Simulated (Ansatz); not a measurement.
YHg$_{2}$:
```yaml
crystal:
  lattice:
    - [4.85306, 0.00000, 0.00000]
    - [-2.42653, 4.20287, 0.00000]
    - [0.00000, 0.00000, 3.51564]
  atoms:
    - { symbol: Y, position: [0.00000, 0.00000, 0.00000] }
    - { symbol: Hg, position: [0.33333, 0.66667, 0.50000] }
    - { symbol: Hg, position: [0.66667, 0.33333, 0.50000] }
```

Relaxed with r²SCAN.

Question: Tabulate the valence density and the electron localisation function along the shortest Y–Y contact (3.52 Å), r²SCAN in the plane-wave PAW code Ansatz.

Answer: 

| distance from Y (Å) | density (e/Å³) | ELF |
|---|---|---|
| 0.35 | 3.67 | 0.72 |
| 0.53 | 3.10 | 0.84 |
| 0.70 | 1.94 | 0.84 |
| 0.88 | 0.94 | 0.72 |
| 1.05 | 0.40 | 0.38 |
| 1.23 | 0.19 | 0.12 |
| 1.41 | 0.11 | 0.07 |
| 1.58 | 0.09 | 0.09 |
| 1.76 | 0.09 | 0.12 |
| 1.93 | 0.09 | 0.09 |
| 2.11 | 0.11 | 0.07 |
| 2.29 | 0.19 | 0.12 |
| 2.46 | 0.40 | 0.38 |
| 2.64 | 0.94 | 0.72 |
| 2.81 | 1.94 | 0.84 |
| 2.99 | 3.10 | 0.84 |
| 3.16 | 3.67 | 0.72 |

The density is the valence pseudo-density with augmentation charge, so density and ELF within about 1 Å of a nucleus are not all-electron values.

Space group P6/mmm. The workflow started from an entry of the Crystallography Open Database (COD). Its standing as an ambient phase is unchecked. The cell was relaxed with r²SCAN under the symmetry of its start; its stability against distortions is not shown here. The run is not spin-polarised. Scalar-relativistic: spin–orbit coupling is off unless named, which matters more the heavier the elements.

Potentials: the later of the program's two PAW sets.
